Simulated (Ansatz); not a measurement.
SnCl$_{2}$:
```cif
data_Cl8Sn4
_chemical_formula_sum 'Sn4 Cl8'
_space_group_name_H-M_alt 'Pnma'
_space_group_IT_number 62
_space_group_name_Hall '-P 2ac 2n'
_cell_length_a 7.47629
_cell_length_b 4.28566
_cell_length_c 8.93643
_cell_angle_alpha 90.000
_cell_angle_beta 90.000
_cell_angle_gamma 90.000
loop_
_atom_site_label
_atom_site_type_symbol
_atom_site_symmetry_multiplicity
_atom_site_Wyckoff_symbol
_atom_site_fract_x
_atom_site_fract_y
_atom_site_fract_z
_atom_site_occupancy
Sn1 Sn 4 c 0.23409 0.25000 0.41523 1
Cl1 Cl 4 c 0.02090 0.25000 0.65705 1
Cl2 Cl 4 c 0.14164 0.25000 0.07802 1
```

Relaxed at zero pressure with plane-wave PAW LDA (Ansatz code).

Q: The volume is lowered by 3 % and shape and atoms relax at that volume. What pressure results, and how do the axes share the change?

A: 0.9 GPa; a -1.4 %, b -0.2 %, c -1.4 %; the energy rises by 2 meV/atom.

Q: Give the new structure.

A: 
Space group Pnma (No. 62); a = 7.372 Å, b = 4.276 Å, c = 8.811 Å, α = β = γ = 90.00°

```json
[
 {"atom": "Sn", "site": "4c", "symmetry": ".m.", "x": "0.2352", "y": "0.2500", "z": "0.4093"},
 {"atom": "Cl", "site": "4c", "symmetry": ".m.", "x": "0.0232", "y": "0.2500", "z": "0.6604"},
 {"atom": "Cl", "site": "4c", "symmetry": ".m.", "x": "0.1416", "y": "0.2500", "z": "0.0756"}
]
```

The phase is kept; no other phase was compared at this pressure.

The first step of the workflow began from a Materials Project structure, measured or hypothetical; the Crystallography Open Database files this formula in space group No. 62, but the cells were not matched. Its standing as an ambient phase is unchecked. Symmetry was held in the LDA relaxation; phonons on a q-mesh show no instability. A crystal of weakly bound chains computed without a dispersion correction: the cell and the soft elastic constants depend strongly on that. Scalar-relativistic: spin–orbit coupling is off unless named, which matters more the heavier the elements.

Potentials: the later of the program's two PAW sets.
